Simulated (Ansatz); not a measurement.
**KTaO₃: the gap under strain**

KTaO₃, Pm-3m, a = 3.986 Å. The structure is a Materials Project entry; whether it is the stable form wasn't checked. Ansatz: PBEsol, PAW, 420 eV, Γ-centred 8×8×8 mesh on 5 atoms, Gaussian smearing 0.02 eV; no spin polarisation. Series: equal strain along all axes, cell held, atoms fixed by symmetry; x is the strain in per cent. The gap is sought over the whole zone. Symmetry holds the atoms on their sites, so the polar shifts and tilts of such a perovskite can't set in.

```
x (%) gap y (eV)
 -4.5           ?
 -3.0       2.318
 -1.5       2.229
  0.0       2.135
  1.5       2.040
  3.0       1.941
  4.5       1.841
```

Q: Fit y = E0 + c1 x + c2 x² to the other rows, give the deformation potential for this strain, and predict the missing gap.

A: Least squares on the rows shown. y = 2.1353 − 0.062802 x − 0.00059524 x². The deformation potential is 100 c1 = -6.28 eV per unit strain of each axis, or a third of that, -2.09 eV, as the usual dE_g/d ln V. At x = -4.5 the fit asked for gives 2.406 eV. The run gave 2.402 eV, so the fit is 0.004 eV too high, a small miss on the scale of the series.

Spin-orbit coupling is left out, which matters for the bands of heavy elements. Semilocal functionals give gaps under the measured ones; changes of the gap mostly carry over better.